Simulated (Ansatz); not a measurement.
A distorted cell of BN (h-BN type, space group P6_3/mmc):

```xyz
4
Lattice="2.5058 0.0000 0.0000 -1.2529 2.1701 0.0000 0.0000 0.0000 6.6162" Properties=species:S:1:pos:R:3 pbc="T T T"
B      0.0000     1.4467     1.4221
B      1.2529     0.7234     4.9622
N      0.0000     1.4467     4.9622
N      1.2529     0.7234     1.6541
```

All values below come from PBE-D3(BJ) (plane waves to 420 eV, PAW, scalar-relativistic; Ansatz, a first-principles code). k mesh 12×12×4 (Γ-centred), Fermi-Dirac smearing 0.05 eV. Energies are smeared free energies. Stress and pressure are positive under compression. BN was relaxed with its symmetry unable to fall. The PAW data are Ansatz's earlier set.

Task: What forces act on the atoms (eV/Å, Cartesian)?

Result: 
| atom | Fx | Fy | Fz |
|---|---|---|---|
| B1 | 0.000 | 0.000 | 3.137 |
| B2 | 0.000 | 0.000 | -0.217 |
| N3 | 0.000 | 0.000 | 0.171 |
| N4 | 0.000 | 0.000 | -3.091 |

Task: What is the stress tensor (GPa)?

Result: 
```
  -0.69     0.00     0.00
   0.00    -0.69     0.00
   0.00     0.00    -3.69
```
The pressure, a third of the trace, is -1.69 GPa.

Task: In it atom 1 sits (0.000, 0.000, -0.232) Å away from its relaxed site. What is its energy relative to the relaxed cell?

Result: 362 meV/cell.

(A displaced cell: forces are minus the slopes of the energy, force constants its curvatures, and phonons follow from these.)
